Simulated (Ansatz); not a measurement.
Level of theory: DFT PBE, scalar-relativistic, plane waves, PAW (Ansatz 0.2.0). Settings: cutoff 420 eV, Γ-centred meshes spaced at most about 0.3 Å⁻¹ (2π included), Gaussian smearing. No spin polarisation in the final relaxations.

Temperature and zero-point effects are left out. All come from trial cells, and lower structures may exist.

Question: Order these relaxed structures of Cs3SI by energy, lowest first, with the energy over the lowest of them.
A.

Space group Pm-3m (No. 221). a = 6.683 Å, b = 6.683 Å, c = 6.683 Å, α = 90.00°, β = 90.00°, γ = 90.00°
| atom | site | symmetry | x | y | z |
| --- | --- | --- | --- | --- | --- |
| Cs | 3c | 4/mm.m | 0.0000 | 0.5000 | 0.5000 |
| S | 1b | m-3m | 0.5000 | 0.5000 | 0.5000 |
| I | 1a | m-3m | 0.0000 | 0.0000 | 0.0000 |

B.

Space group R3:H (No. 146). a = 9.123 Å, b = 9.123 Å, c = 12.292 Å, α = 90.00°, β = 90.00°, γ = 120.00°
```tsv
atom	site	symmetry	x	y	z
Cs	9b	1	0.0864	0.7700	0.3131
S	3a	3.	0.3333	0.6667	0.1659
I	3a	3.	0.3333	0.6667	0.7278
```

Answer: B (0 meV/atom), A (17 meV/atom). Forms: B R3; A antiperovskite type, Pm-3m. Counting I or S atoms around Cs (for each partner element, those within 1.25 times its shortest distance or 1.15 times the sum of covalent radii, where it is the nearest in units of that sum or under 1.3; a plus sign parts groups by distance over the sum of covalent radii): B has Cs 4; A has Cs 2+4.

These runs have no spin–orbit coupling, which can matter for I. Cells relaxed within their symmetry can be saddle points. The R3 cell of Cs3SI came from shaking the Pm-3m one. Some structure types and database cells were kept out of the candidates from the start, so a known form may be missing.
